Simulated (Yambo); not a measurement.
Yambo input for KScMo₂O₈ (space group P-3m1, No. 164) (a = 5.885 Å, b = 5.885 Å, c = 7.405 Å, α = 90.00°, β = 90.00°, γ = 120.00°), on LDA (pw.x of Quantum ESPRESSO, ONCV potentials, scalar-relativistic) wavefunctions on a 3×3×2 mesh:

```
optics
chi
dipoles
kernel
FFTGvecs= 40 Ry
Chimod= "HARTREE"
NGsBlkXd= 3 Ry
% QpntsRXd
 1 | 1 |
%
% BndsRnXd
 4 | 178 |
%
GrFnTpXd= "R"
% EnRngeXd
 0.0 | 20.0 | eV
%
% DmRngeXd
 0.2 | 0.2 | eV
%
CGrdSpXd= 50
ETStpsXd= 161
% LongDrXd
 1.0 | 0.0 | 0.0 |
%
% XfnQP_E
 2.53 | 1.0 | 1.0 |
%
```

First lines of the file o-*.eps_q1_inv_rpa_dyson:

```
Absorption @ Q(1):   1.00000000     0.00000000     0.00000000    [q->0 direction]
#
# [ X ] Hartree size     :  133
# [GEN] GF Energies     : Slater exchange(X)+Perdew & Wang(C)+ user defined corrections @E
# [GEN] Green`s Function     : Retarded
#
# [GEN] Gauge     : Length
# [GEN] [r,Vnl] included     : yes
#
#    E[1] [eV]     Im(eps)     Re(eps)     Im(eps_o)     Re(eps_o)
#
     0.000000     -0.555064E-7     2.812030     0.24980E-17     3.282449
     0.125000     0.900026E-3     2.812311     0.001338     3.282866
     0.250000     0.001803     2.813153     0.002680     3.284118
     0.375000     0.002710     2.814560     0.004030     3.286209
     0.500000     0.003624     2.816534     0.005392     3.289145
     0.625000     0.004549     2.819082     0.006771     3.292935
     0.750000     0.005485     2.822210     0.008171     3.297591
     0.875000     0.006437     2.825926     0.009597     3.303127
     1.000000     0.007407     2.830241     0.011053     3.309561
     1.125000     0.008398     2.835167     0.012544     3.316913
     1.250000     0.009412     2.840717     0.014076     3.325206
     1.375000     0.010454     2.846908     0.015655     3.334468
     1.500000     0.011527     2.853758     0.017287     3.344729
     1.625000     0.012635     2.861287     0.018979     3.356025
     1.750000     0.013781     2.869518     0.020739     3.368396
     1.875000     0.014972     2.878476     0.022574     3.381884
     2.000000     0.016211     2.888190     0.024493     3.396540
     2.125000     0.017504     2.898693     0.026508     3.412419
     2.250000     0.018858     2.910019     0.028628     3.429583
     2.375000     0.020280     2.922208     0.030866     3.448101
     2.500000     0.021776     2.935304     0.033238     3.468052
     2.625000     0.023357     2.949356     0.035758     3.489520
     2.750000     0.025030     2.964419     0.038445     3.512605
     2.875000     0.026809     2.980554     0.041320     3.537414
     3.000000     0.028705     2.997829     0.044408     3.564072
     3.125000     0.030733     3.016321     0.047736     3.592717
     3.250000     0.032911     3.036117     0.051336     3.623506
     3.375000     0.035257     3.057314     0.055247     3.656618
     3.500000     0.037796     3.080023     0.059515     3.692257
     3.625000     0.040554     3.104369     0.064192     3.730657
     3.750000     0.043564     3.130497     0.069343     3.772087
     3.875000     0.046865     3.158572     0.075046     3.816858
     4.000000     0.050505     3.188785     0.081395     3.865333
```
(The file goes on to the top of the energy range.) Convergence of the RPA response with its 3×3×2 mesh was not tested. The scissor comes from a G0W0 run whose convergence isn't established.

Spin-orbit coupling is not included.

Geometry of the Materials Project entry, not relaxed at this level.

The structure is a Materials Project entry; no match was found in the copy of COD used, and its stability was not checked.
